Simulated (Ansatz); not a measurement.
# Data sheet: BAs (DFT)

BAs:
```yaml
crystal:
  lattice:
    - [0.00000, 2.30812, 2.30812]
    - [2.30812, 0.00000, 2.30812]
    - [2.30812, 2.30812, 0.00000]
  atoms:
    - { symbol: B, position: [0.00000, 0.00000, 0.00000] }
    - { symbol: As, position: [0.50000, 0.50000, 0.50000] }
```

Space group Fm-3m (No. 225), rock salt; conventional cell a = 4.616 Å, b = 4.616 Å, c = 4.616 Å, α = 90.00°, β = 90.00°, γ = 90.00°.

Method: the program Ansatz at the PBE level (PAW). The cell and atoms are relaxed at this level. Other levels are named where they apply.

**Cell and energy**

- Volume per atom: 12.30 Å³
- Density: 5.79 g/cm³
- Formation energy from the elements (no fitted shifts): 870 meV/atom

**Electronic structure**

* **Electronic character**: metallic (no gap)
* **Density of states at the Fermi level**: 0.38 states/eV per atom (mean over ±0.08 eV)
* **Gap with spin–orbit coupling**: none (metallic)

**Mechanics**

- Bulk modulus (Birch–Murnaghan fit) = 131 GPa
- Pressure derivative B′ = 4.1

The start of the workflow was typed in or built on a structure type; neither database checked (COD, Materials Project) lists it. It is not the phase usual at ambient conditions (space group No. 216). The cell was relaxed with PBE under the symmetry of its start; its stability against distortions is not shown here. Its formation energy is positive at this level, so the cell may be metastable or incomplete. The references are the lowest solids computed at this level, not always the standard phases. Spin–orbit coupling is left out wherever it is not named.

Potentials: the later of the program's two PAW sets.
